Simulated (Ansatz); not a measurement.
TiN (rock salt)

```xyz
4
Lattice="0.0000 4.2325 4.2325 2.1163 2.1163 4.2325 2.1163 2.1163 0.0000" Properties=species:S:1:pos:R:3 pbc="T T T"
N      0.0000     0.0000     0.0000
N      2.1163     4.2325     2.1163
Ti     2.1163     2.1163     2.1163
Ti     2.1163     4.2325     4.2325
```

A phonon eigenvector at X = (0.5, 0.5, 0.0) is frozen into this cell: atom i moves by Q times the vector below, so Q is the largest atomic displacement, in Å. The cell is held. (q is in reciprocal vectors of the primitive cell; the cell shown is doubled to hold the pattern.)

| atom | x | y | z |
|---|---|---|---|
| N1 | 0.000 | 0.000 | -1.000 |
| N2 | 0.000 | 0.000 | 1.000 |
| Ti3 | 0.000 | 0.000 | 0.051 |
| Ti4 | 0.000 | 0.000 | -0.051 |

The numbers are results of r2SCAN (plane waves to 500 eV, PAW, scalar-relativistic; Ansatz, a first-principles code), not measurements. k mesh 19×19×19 (Γ-centred), Fermi-Dirac smearing 0.05 eV. Energies are smeared free energies. With partly filled bands, energies and forces of such displacements shift with the k mesh and the smearing. TiN is run without spin polarisation. TiN was relaxed with its symmetry unable to fall. ΔE is measured from the undisplaced structure. The last digit holds for this mesh only.

```tsv
Q (Å)	ΔE (meV/cell)
-0.1000	167.0
-0.0833	withheld
-0.0667	74.0
-0.0500	41.6
-0.0333	18.5
-0.0167	4.6
0.0000	0.0
0.0167	4.6
0.0333	18.5
0.0500	41.6
0.0667	74.0
0.0833	withheld
0.1000	167.0
```

Fit an even polynomial form (powers 2, 4) to the given rows and predict ΔE at Q = -0.0833.

Least squares on the 11 given rows: ΔE = (16600)·Q² + (9704)·Q⁴, in meV/cell with Q in Å; root-mean-square residual 0.05 meV/cell. At -0.0833 the fit gives 115.7 meV/cell; the calculation gives 115.8 meV/cell, so the interpolation is off by -0.1 (-0.1 %). The quadratic term alone would give 115.2 meV/cell.

(For displaced atoms, the force is minus the slope of the energy, and its curvature is a force constant, which sets phonon frequencies.)
